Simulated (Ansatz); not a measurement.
MgTi3N (anti-perovskite, space group No. 221) under volume change, plane-wave PAW r²SCAN (Ansatz code), scaled uniformly.

| V (Å³/atom) | E − E(relaxed) (meV/atom) | P (GPa) |
|---|---|---|
| 13.283 | 64.1 | 16.93 |
| 13.721 | 27.0 | 10.40 |
| 14.159 | 6.4 | 4.80 |
| 14.597 | 0.0 | -0.01 |
| 15.035 | 5.8 | -4.14 |
| 15.473 | 22.1 | -7.69 |
| 15.911 | 47.4 | -10.74 |

**Question.** What does a third-order Birch–Murnaghan fit give for V₀, B₀ and B′?

**Answer.** V₀ = 14.60 Å³/atom, B₀ = 148 GPa, B′ = 4.1.

Space group Pm-3m (anti-perovskite). The start of the workflow was typed in or built on a structure type; neither database checked (COD, Materials Project) lists it. Its standing as an ambient phase is unchecked. The cell was relaxed with r²SCAN under the symmetry of its start; its stability against distortions is not shown here. The workflow began spin-polarised and lost its moments.

Potentials: the earlier of the program's two PAW sets. The files were generated under PBE; for other functionals the program regenerates the frozen cores, and for LDA and PBEsol the local potential too.
